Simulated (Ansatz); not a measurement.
Si$_{3}$N$_{4}$:
```xyz
14
Lattice="0.0000 3.8716 3.8716 3.8716 0.0000 3.8716 3.8716 3.8716 0.0000" Properties=species:S:1:pos:R:3 pbc="T T T"
Si     2.9037     2.9037     4.8395
Si     2.9037     4.8395     2.9037
Si     4.8395     4.8395     4.8395
Si     4.8395     2.9037     2.9037
Si     1.9358     1.9358     1.9358
Si     0.0000     0.0000     0.0000
N      6.7177     6.7177     6.7177
N      2.9614     4.7818     4.7818
N      4.8972     4.8972     6.7177
N      4.7818     2.9614     4.7818
N      6.7177     4.8972     4.8972
N      2.9614     2.9614     2.9614
N      4.8972     6.7177     4.8972
N      4.7818     4.7818     2.9614
```

Relaxed with PBEsol. Special points in fractions of this cell's reciprocal vectors: Γ (0.000, 0.000, 0.000); X (0.500, 0.000, 0.500); U (0.625, 0.250, 0.625); K (0.375, 0.375, 0.750); L (0.500, 0.500, 0.500); W (0.500, 0.250, 0.750).

Q: List the band energies nearest the valence-band maximum at these points for DFT-PBEsol in the program Ansatz with PAW potentials.

A: In eV from the valence-band maximum; about four levels below and three above (degenerate sets whole), none deeper than 8.9 eV; points with the same levels are listed once.

```json
[
 {"k": "Γ", "below": "-0.18 -0.18 -0.18 -0.04 -0.04 -0.04", "above": "3.29 3.29 3.29"},
 {"k": "X", "below": "-1.13 -1.13 -0.45 -0.45", "above": "6.59 6.59 6.92 6.92"},
 {"k": "U", "below": "-1.48 -1.23 -1.02 -0.23", "above": "6.12 6.61 6.86"},
 {"k": "L", "below": "-0.48 -0.48 -0.35 -0.35", "above": "4.87 5.67 5.67"},
 {"k": "W", "below": "-1.07 -1.07 -0.77 -0.77", "above": "6.58 6.58 7.12 7.12"}
]
```

Space group Fd-3m. Symmetry was held in the PBEsol relaxation.

Potentials: the earlier of the program's two PAW sets. The files were generated under PBE; for other functionals the program regenerates the frozen cores, and for LDA and PBEsol the local potential too.
